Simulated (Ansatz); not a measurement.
TiC in space group P6_3/mmc (No. 194; Ti on 2c, C on 2d), a = 3.583 Å, b = 3.583 Å, c = 4.249 Å, α = 90.00°, β = 90.00°, γ = 120.00°.

Relaxed with PBEsol.

Task: Decompose the optical modes at the zone centre into irreducible representations, and say which are infrared and Raman allowed.

Result: Point group 6/mmm: Γ_opt = A2u + 2B1g + E1u + 2E2g. Infrared: A2u, E1u. Raman: E2g.

Task: Assign frequencies (DFPT, DFT-PBEsol in the program Ansatz with PAW potentials).

Result: E2g 317, A2u 339, B1g 392, E2g 579, B1g 591, E1u 613 cm⁻¹.

Subscripts of B labels follow the axes of the standard setting.

The start of the workflow was typed in or built on a structure type; neither database checked (COD, Materials Project) lists it. It is not the phase usual at ambient conditions (space group No. 225). The PBEsol relaxation kept the symmetry of its start; of distortions, only those at the zone centre were tested. No spin polarisation was allowed. The volume moved by -17 % from the start of the relaxation. As this level gives no gap, phonon frequencies hold no LO–TO term and depend on the k-mesh and smearing (Fermi–Dirac, 0.1 eV here).

Potentials: the later of the program's two PAW sets.
